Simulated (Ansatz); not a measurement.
A: TiHg (space group P4/mmm), a = 2.9628 Å, b = 2.9628 Å, c = 4.0630 Å, α = 90.00°, β = 90.00°, γ = 90.00°
B: CoSn (CoSn type, space group P6/mmm), a = 5.218 Å, b = 5.218 Å, c = 4.172 Å, α = 90.00°, β = 90.00°, γ = 120.00°
C: VO2 (rutile), a = 4.5362 Å, b = 4.5362 Å, c = 2.8023 Å, α = 90.00°, β = 90.00°, γ = 90.00°
D: Rb2IrF6 (space group P-3m1), a = 5.9406 Å, b = 5.9406 Å, c = 4.7982 Å, α = 90.00°, β = 90.00°, γ = 120.00°
E: YHg₂ (space group P6/mmm), a = 4.8310 Å, b = 4.8310 Å, c = 3.4195 Å, α = 90.00°, β = 90.00°, γ = 120.00°

Scan: energy against volume (even scaling of the relaxed cell, symmetry kept). All come from one method, each on a k mesh of its own. All were relaxed with their symmetry unable to fall. At this level the bands of Rb2IrF6 touch or barely overlap. CoSn is run without spin polarisation. Rb2IrF6 is run spin-polarised and with no Hubbard U. Relaxed Rb2IrF6 ends ferromagnetic. Relaxed VO2 ends ferromagnetic. Spin-orbit coupling is left out. This is a high-temperature form of VO2. TiHg is run without spin polarisation. VO2 is run spin-polarised and with no Hubbard U. YHg2 is run without spin polarisation. Other magnetic orders were not checked, so this need not be the ground state. (This holds for the magnetic or f-shell members.)

Order them by bulk modulus at fixed cell shape (fitted) (lowest first) at the level PBEsol (plane waves to 420 eV, PAW, scalar-relativistic; Ansatz, a quantum-chemistry and plane-wave program).

D (24.8 GPa), E (80.8 GPa), A (124 GPa), B (146 GPa), C (246 GPa)

(A scan under strain: stresses follow from slopes of the energy per volume, elastic moduli from its curvatures.)
